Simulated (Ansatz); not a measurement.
# Cold compression of CrGe (zincblende type)

```
CELL_PARAMETERS angstrom
0.00000 2.74908 2.74908
2.74908 0.00000 2.74908
2.74908 2.74908 0.00000
ATOMIC_POSITIONS crystal
Cr 0.00000 0.00000 0.00000
Ge 0.25000 0.25000 0.25000
```

The cell comes from a relaxation on PAW files under the same functional, begun from a prototype that needn't be the stable phase.

Its volume is scaled at fixed shape and fractional positions.

All numbers are PBEsol results (scalar-relativistic) from Ansatz 0.2.0, with a Γ-centred 12×12×12 k mesh, Fermi–Dirac smearing of 0.05 eV, spin-polarised from start moments Cr1 2 μB. Methods: LAPW: all electrons, basis error target 1 meV/atom; PAW: frozen-core files, cutoff 420 eV; crystal datasets: all electrons, by PAW datasets that the program makes for each cell; norm-conserving: pseudopotentials, cutoff 1279 eV; PAW (cutoff 250 eV): frozen-core files, cutoff 250 eV.

Energies are extrapolated to zero smearing and count from the unscaled cell; pressure is positive in compression; gaps take the mesh and a band path. No temperature or zero-point motion is included.

Antiferromagnetic order, which Cr and Mn prefer near zero pressure, wasn't tried. The magnetic state is the one reached from the start moments; other orders weren't searched. The PAW files were made under PBE.

```json
{"V/V0": "1.00", "V (Å³/atom)": "20.78", "P LAPW (GPa)": "-0.03", "ΔE LAPW (eV/atom)": "0.000", "P PAW − LAPW (GPa)": "-0.01", "ΔE PAW − LAPW (meV/atom)": "0.0", "moment (μB/cell)": "2.05"}
{"V/V0": "0.92", "V (Å³/atom)": "19.11", "P LAPW (GPa)": "7.39", "ΔE LAPW (eV/atom)": "0.034", "P PAW − LAPW (GPa)": "-0.01", "ΔE PAW − LAPW (meV/atom)": "-0.1", "moment (μB/cell)": "2.02"}
{"V/V0": "0.84", "V (Å³/atom)": "17.45", "P LAPW (GPa)": "18.76", "ΔE LAPW (eV/atom)": "0.166", "P PAW − LAPW (GPa)": "-0.01", "ΔE PAW − LAPW (meV/atom)": "-0.3", "moment (μB/cell)": "2.00"}
{"V/V0": "0.76", "V (Å³/atom)": "15.79", "P LAPW (GPa)": "36.5", "ΔE LAPW (eV/atom)": "0.446", "P PAW − LAPW (GPa)": "-0.03", "ΔE PAW − LAPW (meV/atom)": "-0.5", "moment (μB/cell)": "?"}
{"V/V0": "0.68", "V (Å³/atom)": "14.13", "P LAPW (GPa)": "64.4", "ΔE LAPW (eV/atom)": "0.959", "P PAW − LAPW (GPa)": "-0.05", "ΔE PAW − LAPW (meV/atom)": "-0.9", "moment (μB/cell)": "1.91"}
{"V/V0": "0.60", "V (Å³/atom)": "12.47", "P LAPW (GPa)": "109.9", "ΔE LAPW (eV/atom)": "1.845", "P PAW − LAPW (GPa)": "0.03", "ΔE PAW − LAPW (meV/atom)": "-1.1", "moment (μB/cell)": "1.73"}
{"V/V0": "0.52", "V (Å³/atom)": "10.80", "P LAPW (GPa)": "183.2", "ΔE LAPW (eV/atom)": "3.319", "P PAW − LAPW (GPa)": "0.25", "ΔE PAW − LAPW (meV/atom)": "0.5", "moment (μB/cell)": "0.00"}
{"V/V0": "0.45", "V (Å³/atom)": "9.35", "P LAPW (GPa)": "301.9", "ΔE LAPW (eV/atom)": "5.473", "P PAW − LAPW (GPa)": "-0.54", "ΔE PAW − LAPW (meV/atom)": "0.9", "moment (μB/cell)": "0.00"}
```

Q: What belongs in the row "0.76", column "moment (μB/cell)"?

A: 1.98.

Q: From the table, what is the rise of the enthalpy H = E + pV up to the last row, and how stiff is the crystal between the last two rows?

A: ΔH = 5.473 eV + (301.9 GPa × 9.35 Å³ + 0.03 GPa × 20.78 Å³) × 0.006242 eV/(GPa·Å³) = 23.09 eV/atom, of which pV makes 76 %. The mean bulk modulus there is −ΔP/Δln V = 821 GPa.

Q: At the smallest volume, how far do crystal datasets and norm-conserving and PAW (cutoff 250 eV) lie from LAPW in pressure?

A: crystal datasets: 0.00 GPa; norm-conserving: +0.32 GPa; PAW (cutoff 250 eV): -8.93 GPa, on a LAPW pressure of 301.9 GPa.

Q: How do the Löwdin populations by LAPW change from the unscaled cell to the last row?

A: Cr 3s 1.95 → 1.84, Cr 4s 0.55 → 0.44, Cr 3p 5.99 → 5.93, Cr 3d 5.08 → 6.20, Ge 3s 1.99 → 1.96, Ge 4s 1.48 → 1.18, Ge 4p 2.92 → 2.43 electrons an atom. These are projections on the shells that the free atoms fill; 0.05 e a cell lies outside them at the start and 0.08 e at the end.

Q: Where is the magnetism lost?

A: By V/V0 = 0.52 (183.2 GPa) the moment has died away, since the bands widen under compression.
